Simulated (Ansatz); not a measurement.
Level of theory: DFT PBE, scalar-relativistic, plane waves, PAW (Ansatz 0.2.0). Settings: cutoff 420 eV, Γ-centred meshes spaced at most about 0.3 Å⁻¹, and about 0.25 Å⁻¹ or finer for metals (2π included), Gaussian smearing. No spin polarisation in the final relaxations.

All energies are static (0 K, no zero-point motion). All come from trial cells, and lower structures may exist.

Task: These unrelaxed guesses for InAs3 are each relaxed within their symmetry. Order them by the energy at which they end, lowest first.
A.

```xyz
4
Lattice="-2.2602 2.2602 4.1046 2.2602 -2.2602 4.1046 2.2602 2.2602 -4.1046" Properties=species:S:1:pos:R:3 pbc="T T T"
In    0.0000    0.0000    0.0000
As    0.0000    0.0000    4.1046
As    0.0000    2.2602    2.0523
As    2.2602    0.0000    2.0523
```

B.

```xyz
4
Lattice="3.6283 0.0000 0.0000 0.0000 3.6283 0.0000 0.0000 0.0000 9.4871" Properties=species:S:1:pos:R:3 pbc="T T T"
In    0.0000    0.0000    0.0000
As    1.8142    1.8142    7.2308
As    0.0000    0.0000    4.7436
As    1.8142    1.8142    2.2563
```

C.

```xyz
4
Lattice="-3.0739 3.0739 3.0739 3.0739 -3.0739 3.0739 3.0739 3.0739 -3.0739" Properties=species:S:1:pos:R:3 pbc="T T T"
In    0.0000    0.0000    0.0000
As    3.0739    0.0000    0.0000
As    0.0000    3.0739    0.0000
As    0.0000    0.0000    3.0739
```

D.

```xyz
4
Lattice="3.7531 0.0000 0.0000 -1.8765 3.2503 0.0000 0.0000 0.0000 8.3881" Properties=species:S:1:pos:R:3 pbc="T T T"
In    0.0000    0.0000    4.1940
As    0.0000    0.0000    6.0767
As    0.0000    0.0000    2.3114
As    0.0000    0.0000    0.0000
```

Result: C (ends in Im-3m, 0 meV/atom), D (ends in P6/mmm, 177 meV/atom), B (ends in P4/mmm, 204 meV/atom), A (ends in I4/mmm, 280 meV/atom). Even the lowest end lies +0.07 eV/atom against the elements.

Cells relaxed within their symmetry can be saddle points. Some structure types and database cells were kept out of the candidates from the start, so a known form may be missing.
